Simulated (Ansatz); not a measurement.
## InSb: from a starting cell to a relaxed one

The start is a relaxed InSb cell with every coordinate shifted by Gaussian noise of σ = 0.1 Å. The cell and all atomic positions are relaxed at zero pressure with PBE (plane waves to 420 eV, PAW, scalar-relativistic; Ansatz, a program for electronic structure). The first steps use a coarse 9×9×9 k-mesh.

Starting cell:
```
CELL_PARAMETERS angstrom
      0.00000     3.31823     3.31823
      3.31823     0.00000     3.31823
      3.31823     3.31823     0.00000
ATOMIC_POSITIONS crystal
  Sb 0.74722 0.72964 0.76062
  In 0.01605 0.97165 0.00879
```

* **Energy released**: 0.01 eV/atom
* **Relative to the parent**: It returns to the parent structure, F-43m (No. 216)
* **Shortest distances (start → end)**: The closest pairs of elements (up to four, under 3.6 Å), start → end: In–Sb 2.80 → 2.87 Å
* **Band gap at the end**: zero (the bands touch at this level, without spin-orbit coupling)
* **Optimiser moves**: 3

Relaxed structure:

```cif
data_In4Sb4
_chemical_formula_sum 'Sb4 In4'
_space_group_name_H-M_alt 'F-43m'
_space_group_IT_number 216
_space_group_name_Hall 'F -4 2 3'
_cell_length_a 6.63511
_cell_length_b 6.63511
_cell_length_c 6.63511
_cell_angle_alpha 90.000
_cell_angle_beta 90.000
_cell_angle_gamma 90.000
loop_
_atom_site_label
_atom_site_type_symbol
_atom_site_symmetry_multiplicity
_atom_site_Wyckoff_symbol
_atom_site_fract_x
_atom_site_fract_y
_atom_site_fract_z
_atom_site_occupancy
Sb1 Sb 4 c 0.25000 0.25000 0.25000 1
In1 In 4 a 0.00000 0.00000 0.00000 1
```
(The calculation used a cell of 2 atoms; values per cell refer to that cell.)

Final values are on a 12×12×12 k-mesh of the relaxed cell. No spin polarisation in the result. Without spin-orbit coupling the bands of the heavy element are not split, so the gap can be far off.
